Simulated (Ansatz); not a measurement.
InP:
```
InP
1.0
    3.42476     0.00000     0.00000
    0.00000     3.42476     0.00000
    0.00000     0.00000     3.42476
In P
1 1
Cartesian
  0.00000   0.00000   0.00000
  1.71238   1.71238   1.71238
```

Relaxed with r²SCAN. Special points in fractions of this cell's reciprocal vectors: Γ (0.000, 0.000, 0.000); X (0.000, 0.500, 0.000); M (0.500, 0.500, 0.000); R (0.500, 0.500, 0.500).

Q: List the band energies nearest the Fermi level at these points for r²SCAN (plane waves, PAW; program Ansatz).

A: In eV from the Fermi level; about four levels below and three above (degenerate sets whole), none deeper than 8.9 eV; … stands for higher levels left out; points with the same levels are listed once.

| k | below | above |
|---|---|---|
| Γ | -1.21 -0.99 -0.99 -0.99 | 5.07 5.07 … |
| X | -7.87 | 0.77 0.77 3.14 |
| M | -5.15 -5.15 -3.76 | 1.19 7.32 7.32 |
| R | -0.42 -0.13 -0.13 -0.13 | … |

Space group Pm-3m (CsCl type). The cell is a constructed one: a structure type filled with these elements; neither database checked (COD, Materials Project) lists it. It is not the phase usual at ambient conditions (space group No. 216). The r²SCAN relaxation kept the symmetry of its start; whether a distortion lowers the energy is not shown. Spin–orbit coupling is left out wherever it is not named.

Potentials: the earlier of the program's two PAW sets.
